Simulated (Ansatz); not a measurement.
# YB₂C₂: computed property card

YB₂C₂:
```
CELL_PARAMETERS angstrom
      5.32999     0.00000     0.00000
      0.00000     5.32999     0.00000
      0.00000     0.00000     3.50293
ATOMIC_POSITIONS crystal
  Y  0.50000 0.50000 0.00000
  Y  0.00000 0.00000 0.00000
  B  0.86385 0.36385 0.50000
  B  0.13615 0.63615 0.50000
  B  0.63615 0.86385 0.50000
  B  0.36385 0.13615 0.50000
  C  0.66223 0.16223 0.50000
  C  0.33777 0.83777 0.50000
  C  0.83777 0.66223 0.50000
  C  0.16223 0.33777 0.50000
```

Space group P4/mbm (No. 127); conventional cell a = 5.330 Å, b = 5.330 Å, c = 3.503 Å, α = 90.00°, β = 90.00°, γ = 90.00°.

Method: plane-wave PAW PBEsol (Ansatz code). Structure relaxed to zero pressure with the same functional. Other levels are named where they apply.

Cell and energy:

- Volume per atom = 9.95 Å³
- Density = 4.49 g/cm³
- Formation energy from the elements (no fitted shifts) = -0.49 eV/atom

Electronic structure:

* **Electronic character**: metallic (no gap)
* **Density of states at the Fermi level**: 0.18 states/eV per atom (mean over ±0.08 eV)
* **Gap with spin–orbit coupling**: none (metallic)

Mechanics:

* **Bulk modulus (Birch–Murnaghan fit)**: 162 GPa
* **Pressure derivative B′**: 4.1
* **Elastic constants (relaxed ions, GPa)**: C11 = 539, C12 = 211, C13 = 42.4, C33 = 229, C44 = 95.1, C66 = 180
* **Mechanical stability**: stable (all eigenvalues of C positive)
* **Hill bulk and shear moduli**: 186 and 133 GPa
* **Young's modulus**: 322 GPa
* **Poisson's ratio**: 0.21
* **Debye temperature from the elastic constants**: 833 K

Phonons:

Highest zone-centre frequency: 1345 cm⁻¹
Zone-centre stability: no imaginary mode at Γ

The workflow started from a Materials Project entry (that database holds measured and hypothetical structures alike); the Crystallography Open Database copy checked does not list it. With B and C taken as one species the cell has the higher symmetry P4/mmm, so it may be an ordered model of a mixed-site phase. Its standing as an ambient phase is unchecked. The PBEsol relaxation kept the symmetry of its start. The run is not spin-polarised. As this level gives no gap, shear constants depend on the k-mesh and smearing (Fermi–Dirac, 0.1 eV here). As this level gives no gap, phonon frequencies hold no LO–TO term and depend on the k-mesh and smearing (Fermi–Dirac, 0.1 eV here). The references are the lowest solids computed at this level, not always the standard phases. Scalar-relativistic: spin–orbit coupling is off unless named, which matters more the heavier the elements.

Potentials: the later of the program's two PAW sets.
